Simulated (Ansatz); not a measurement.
**RPA correlation energy of Si**

Computed with Ansatz (0.2 early development build): the random-phase approximation on Kohn-Sham orbitals, among the valence electrons of the potentials. The first cell is shown; energies are per atom.

```
Si
1.0
     0.00000    2.71500    2.71500
     2.71500    0.00000    2.71500
     2.71500    2.71500    0.00000
Si
2
Direct
  0.00000 0.00000 0.00000
  0.25000 0.25000 0.25000
```

```yaml
occupations: fixed
plane-wave_cutoff: 300 eV
spin: none
long-wavelength_term: optical_limit
```

| atoms | functional | potentials | mesh | bands | response cutoffs (eV) | correlation at each (eV) | extrapolated | result (eV) | time |
| --- | --- | --- | --- | --- | --- | --- | --- | --- | --- |
| 2 | PBE | norm-conserving (standard table) | 5x5x5 | 100 empty | 80 100 120 | -5.580 -5.768 -5.887 | yes | -6.243 | 2.7 s on 1 × GB300 with 11 threads of Grace |
| 2 | PBE | norm-conserving (standard table) | 6x6x6 | 96 empty | 150 175 200 | -5.982 -6.034 -6.067 | yes | -6.223 | 7.2 s on 32 threads of Grace |

Limits of these runs: no spin-orbit coupling; small test settings, not converged.

**Question.** How much of the correlation energy lies beyond the highest cutoff in the last run?

**Answer.** At 200 eV the sum gives -6.067 eV an atom and the result is -6.223 eV, so 2.5 % comes from the extrapolation.
